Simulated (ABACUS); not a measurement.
Set-up for a self-consistent single point of Sn₂SeS (Pmc2_1, 8 atoms in the cell; from Materials Project mp-1218960, changed as shown).

```xyz
8
Lattice="3.9245 0.0000 0.0000 0.0000 4.5204 0.0000 0.0000 0.0000 11.1653" Properties=species:S:1:pos:R:3 pbc="T T T"
Sn     0.0000     0.4764     6.8939
Sn     0.0000     4.0440     1.3112
Sn     1.9622     1.6209     4.2101
Sn     1.9622     2.8995     9.7927
Se     0.0000     3.4210     3.9385
Se     0.0000     1.0994     9.5212
S      1.9622     3.3656     7.2880
S      1.9622     1.1548     1.7054
```

Method: PBEsol, numerical atomic orbitals TZDP (confined pseudo-atomic orbitals with Gaussian additions; energy shift 0.003 Ry), PseudoDojo 0.4 standard norm-conserving PBEsol (tails mended) pseudopotentials in ABACUS.

ABACUS settings:

```
key                                                                      value
---------------  -------------------------------------------------------------
basis                    TZDP numerical atomic orbitals, energy shift 0.003 Ry
KPT                                                          Gamma 4 4 2 0 0 0
basis_type                                                                lcao
ecutwfc                                                                 100 Ry
smearing_method                                                             fd
smearing_sigma                                                   0.00367493 Ry
potentials       PseudoDojo 0.4 standard norm-conserving PBEsol (tails mended)
symmetry                                                                     1
symmetry_prec                                                            1e-05
ks_solver                                                        scalapack_gvx
scf_nmax                                                                   100
scf_thr                                                                1.0e-07
mixing_type                                                              pulay
mixing_beta                                                                0.7
```

Q: Estimate, at this level of theory: gap on the k-point mesh, pressure and largest force (vector length).

A: The run gave:

```
Property                           Result
-----------------------------  ----------
Gap on the k-point mesh           0.64 eV
Pressure                         3.83 GPa
Largest force (vector length)  0.849 eV/Å
```

The gap is read on the k-point mesh of the run and can differ from the gap over the whole zone at this level.

For comparison: a first run was changed to give this one (lattice scaled by 0.98), and from it to this one the free energy rises by 17.5 meV/atom, the pressure goes from -0.01 to 3.83 GPa, the largest force goes from 0.359 to 0.849 eV/Å and the gap on the mesh goes from 0.838 to 0.642 eV.

The atom-centred basis is finite, which shifts total energies, pressures, gaps and forces against plane waves. The structure comes from a collection of computed structures, made at another level of theory; the collection holds predicted forms beside known ones. Its lattice was then scaled.

Cost on one core: roughly 2.7 core-minutes.

The atomic orbitals were generated for these runs; they are not ABACUS's published sets and were checked against plane waves on a few crystals only.

“Tails mended”: in these copies of the files the far tail of each local potential was reset to the Coulomb form.
